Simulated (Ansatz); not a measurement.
Input and command of a calculation in Ansatz (plane waves; scalar-relativistic PAW potentials unless the input names others):

```yaml
crystal:
  lattice:
    - [2.7951585984, 0.0, 0.0]
    - [0.0, 2.7951585984, 0.0]
    - [0.0, 0.0, 25.0581107127]
  atoms:
    - { symbol: Al, position: [0.5, 0.5, 0.339211527] }
    - { symbol: Ti, position: [0.0, 0.0, 0.4197990167] }
    - { symbol: Al, position: [0.5, 0.5, 0.5010281657] }
    - { symbol: Ti, position: [0.0, 0.0, 0.5806794059] }
    - { symbol: H, position: [0.5, 0.5, 0.6104533405] }
  symmetry: { detect: false }
basis:
  ecutwfc: "550 eV"
kpoints:
  mp_grid: { grid: [10, 10, 1] }
hamiltonian:
  xc: pbesol
scf:
  occupations: { method: gaussian, width: 0.1 }
  n_extra_bands: 4
output:
  forces: true
  eigenvalues: true
efield:
  axis: 3
  dipole_correction: true
  ramp_width: 0.04
```

```bash
ansatz run input.yaml --threads 1 --pin off --max-ram 2560MiB --backend cpu --events-out ev --progress --plain --runs-dir out
```

Abridged log:
```
scf.n_extra_bands = 4 over 16 filled bands (N_el = 31.0): the run solves 20 bands
Pseudopotentials: kind: paw
Pseudopotential: Al, paw, valence charge 3, recommended cutoff 420 eV (normal)
Pseudopotential: Ti, paw, valence charge 12, recommended cutoff 420 eV (normal)
Pseudopotential: H, paw, valence charge 1, recommended cutoff 420 eV (normal)
Functional definition: PBEsol
Crystal: 5 atoms, lattice volume = 195.777 Å³
Basis set: ecut = 550 eV, 5751 PW (Γ), exchange–correlation on 48×48×384 points (8 copies of the dense FFT grid, shifted against one another)
Bands: 20, of which v1, the nominal top of the filled ones, is band 16 counted from 1 (15 counted from 0)
Symmetry: 1 space group operations
k-points: 52 of 100 (time reversal used)
Initial density: superposition of atomic densities (neutral atoms: chi_scale 0, normalization atom), corrected by the library's trained network
Initial wavefunctions: pseudopotential atomic-orbital guess
Functional: x = pbesol(κ = 0.804, μ = 0.12345679), c = pbesol(β = 0.046)
SCF iter   1: F=—  HF=-6013.067880 eV  |F-HF|=—  |Δ(HF+E_count)|=         —  Δρ=6.17e-3  dr2=8.23e-1  ethr=1.77e-3  p=0.041 e·Å  D=3.83e-2 V/Å  ΔV_dip=-0.96 eV  dr2_dipole=3.58e-1  V_vac-E_F(+/−)=3.66/4.62 eV  ⟨swp⟩=7.6  Hψ=5746  notcnv=0
efield: sawtooth ramp at fractional position 0.9548 (placed from the atoms, in the widest stretch of the axis that holds none; the zero of the levels goes with the place), width 0.0400; the density the first Hamiltonian is built on has a dipole p = 0.041 e·Å; the dipole correction subtracts the counter field D = 3.83e-2 V/Å, which shifts the + side's vacuum level by -0.96 eV against the − side's; the planar-averaged density in the ramp window peaks in size at 7.1e-6 e/Å³
SCF iter   2: F=—  HF=-6013.042485 eV  |F-HF|=—  |Δ(HF+E_count)|=   2.54e-2  Δρ=2.67e-3  dr2=5.11e-2  ethr=1.77e-3  p=0.005 e·Å  D=4.52e-3 V/Å  ΔV_dip=-0.11 eV  dr2_dipole=2.08e-2  V_vac-E_F(+/−)=4.02/4.13 eV  ⟨swp⟩=2.0  Hψ=1668  notcnv=0  defer=5
SCF iter   3: F=—  HF=-6013.040288 eV  |F-HF|=—  |Δ(HF+E_count)|=   2.20e-3  Δρ=7.54e-4  dr2=2.83e-3  ethr=1.65e-4  p=0.016 e·Å  D=1.48e-2 V/Å  ΔV_dip=-0.37 eV  dr2_dipole=1.11e-3  V_vac-E_F(+/−)=3.97/4.34 eV  ⟨swp⟩=2.1  Hψ=1510  notcnv=0  defer=5
SCF iter   4: F=—  HF=-6013.040433 eV  |F-HF|=—  |Δ(HF+E_count)|=   1.45e-4  Δρ=2.50e-4  dr2=2.15e-4  ethr=9.13e-6  p=0.014 e·Å  D=1.32e-2 V/Å  ΔV_dip=-0.33 eV  dr2_dipole=2.26e-5  V_vac-E_F(+/−)=3.99/4.32 eV  ⟨swp⟩=2.1  Hψ=1339  notcnv=0  defer=5
SCF iter   5: F=—  HF=-6013.040461 eV  |F-HF|=—  |Δ(HF+E_count)|=   2.76e-5  Δρ=8.36e-5  dr2=1.00e-5  ethr=6.94e-7  p=0.014 e·Å  D=1.32e-2 V/Å  ΔV_dip=-0.33 eV  dr2_dipole=6.40e-9  V_vac-E_F(+/−)=3.99/4.32 eV  ⟨swp⟩=2.1  Hψ=1396  notcnv=0  defer=5
SCF iter   6: F=—  HF=-6013.040571 eV  |F-HF|=—  |Δ(HF+E_count)|=   1.10e-4  Δρ=1.85e-5  dr2=1.01e-6  ethr=3.23e-8  p=0.014 e·Å  D=1.32e-2 V/Å  ΔV_dip=-0.33 eV  dr2_dipole=2.51e-7  V_vac-E_F(+/−)=4.00/4.33 eV  ⟨swp⟩=2.8  Hψ=1808  notcnv=0  defer=5
SCF iter   7: F=-6013.040572 eV  HF=-6013.040572 eV  |F-HF|=1.47e-7  |Δ(HF+E_count)|=   9.23e-7  Δρ=5.31e-6  dr2=3.98e-8  ethr=3.23e-10  p=0.014 e·Å  D=1.32e-2 V/Å  ΔV_dip=-0.33 eV  dr2_dipole=6.02e-9  V_vac-E_F(+/−)=4.00/4.33 eV  ⟨swp⟩=5.7  Hψ=5489  notcnv=0
SCF 1 converged in 7 iterations: F = -6013.040572 eV  dr2 = 3.98e-8
SCF converged after 7 iterations
Free energy (F): -6013.040572 eV
Harris-Foulkes:  -6013.040572 eV  (|F-HF|=1.47e-7)
Internal energy: -6013.022963 eV  (E = F + TS)
E sigma→0 (E₀):  -6013.031768 eV
Entropy (-TS):   -0.017609 eV (-3.522 meV/atom)
Fermi energy:    1.068544 eV
Dipole field:    D = 0.013091 V/Å  (p = 0.014164 e·Å, saw-weighted, corrected)
Work function:   Φ+ = 3.9972 eV   Φ− = 4.3252 eV
Levels:          The Fermi level and band energies are counted from a zero that moves with the ramp; work functions are not
--- Forces (eV/Å), atoms counted from 1 ---
  atom   1  Al     0.00000004    -0.00000003     0.45104224
  atom   2  Ti     0.00000002     0.00000002    -0.45392324
  atom   3  Al    -0.00000001     0.00000001    -0.02364577
  atom   4  Ti    -0.00000002    -0.00000003     0.03065757
  atom   5  H      0.00000000    -0.00000001    -0.00409604
```

Apart from outputs and the relaxation, which only the reference makes, the input differs from a reference run on usual settings in basis.ecutwfc: 420 → "550 eV"; crystal.symmetry: not typed → {"detect": false}; scf.n_extra_bands: not typed → 4. The reference, at the same geometry, ended its own course with largest force 0.454 eV/Å (on an atom or along a direction that it held fixed), no gap on the mesh. This run converged in 7 SCF iterations with an energy at zero smearing 0.72 meV/atom below the reference's, largest force 0.454 eV/Å, no gap on the mesh.

Time: 26 s on 1 thread of Arm Neoverse V1 (shared host), peak memory 0.55 GiB.